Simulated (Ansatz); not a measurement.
All-electron card of H₂Pb

```
CELL_PARAMETERS angstrom
3.75005 0.00000 0.00000
-1.87503 3.24764 0.00000
0.00000 0.00000 3.64397
ATOMIC_POSITIONS crystal
Pb 0.00000 0.00000 0.00000
H 0.33333 0.66667 0.22862
H 0.66667 0.33333 0.77138
```

Atoms are numbered in the order listed.

The structure comes from a relaxation in the same program, started in the CdI2 type, and has space group P-3m1. Whether it is a known phase or the ground state wasn't checked.

No spin–orbit coupling, which matters for the heavy atoms here.

Methods: DFT, PBE, all-electron LAPW, scalar-relativistic (Ansatz 0.2.0); DFT, PBE, PAW with Ansatz's default frozen-core files, scalar-relativistic (Ansatz 0.2.0).

For LAPW: a Γ-centred 11×11×6 k mesh, Fermi–Dirac smearing of 0.05 eV, basis error target 1 meV/atom, no spin polarisation; the mesh is coarse along some axis. PAW takes a cutoff of 420 eV at this cell. The Ansatz runs share mesh, smearing and spin set-up. Values come from LAPW unless marked.

```
Löwdin charges (with 0.04 e of the cell spilling out of the atomic basis, so their sizes and signs hang on that basis) : Pb1 0.35, H2 -0.16 e
Density of states at the Fermi level (0.2 eV bin)                                                                      : 0.57 states/eV per cell
Volume per atom                                                                                                        : 99.8 bohr³
Pressure at this cell                                                                                                  : 0.02 GPa
```

Task: Band gap: what does the calculation give?

Result: none: bands cross the Fermi level, a metal.

Task: Give the computed value. Bader charges (from the PAW run).

Result: Pb1 +0.77, H2 -0.38 e.
